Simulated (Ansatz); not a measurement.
All numbers below come from DFT PBE, scalar-relativistic, plane waves, PAW (Ansatz 0.2.0). All cells share a 420 eV cutoff and Γ-centred k meshes spaced at most about 0.3 Å⁻¹ (about 0.25 or finer for metals, 2π included). No spin polarisation in the final relaxations.

Temperature and zero-point effects are left out.

Compare these two cells of In4SbAs3, each relaxed at this level.

A.

```xyz
8
Lattice="4.4565 0.0000 0.0000 0.0000 4.4565 0.0000 0.0000 0.0000 12.5895" Properties=species:S:1:pos:R:3 pbc="T T T"
In    2.2282    0.0000   11.0740
In    0.0000    2.2282    1.5155
In    2.2282    0.0000    4.5563
In    0.0000    2.2282    8.0332
Sb    0.0000    0.0000    6.2948
As    0.0000    0.0000    0.0000
As    2.2282    2.2282    3.0354
As    2.2282    2.2282    9.5541
```

B.

```xyz
8
Lattice="-3.1506 3.1506 6.2909 3.1506 -3.1506 6.2909 3.1506 3.1506 -6.2909" Properties=species:S:1:pos:R:3 pbc="T T T"
In    1.6435   -1.6435    4.6675
In   -1.6435    1.6435    4.6675
In    1.5071    1.5071    1.6234
In    1.6435    1.6435    7.9144
Sb    0.0000    0.0000    6.2909
As    0.0000    3.1506    3.1455
As    3.1506    0.0000    3.1455
As    0.0000    0.0000    0.0000
```

Question: Which arrangement of the elements on these sites is preferred, and by what margin?

Answer: They are level within the accuracy (4 meV/atom apart, with B the lower in these runs). The two share one framework of sites and differ in which element sits where. A has Sb and As ordered on zinc blende sites, space group P-4m2 (No. 115), 31.3 Å³/atom and no gap on its mesh; B has Sb and As ordered on zinc blende sites, space group I-42m (No. 121), 31.2 Å³/atom and no gap. Counting As or Sb atoms around In (for each partner element, those within 1.25 times its shortest distance or 1.15 times the sum of covalent radii, where it is the nearest in units of that sum or under 1.3), A and B both have In 4. Both come from invented guesses.

Spin–orbit coupling, which can matter for Sb, is left out. The zero gap of P-4m2, I-42m may come from the functional, which often closes small gaps. With atoms moved at random, P-4m2 came back. Other cells relaxed within their symmetry can be saddle points.
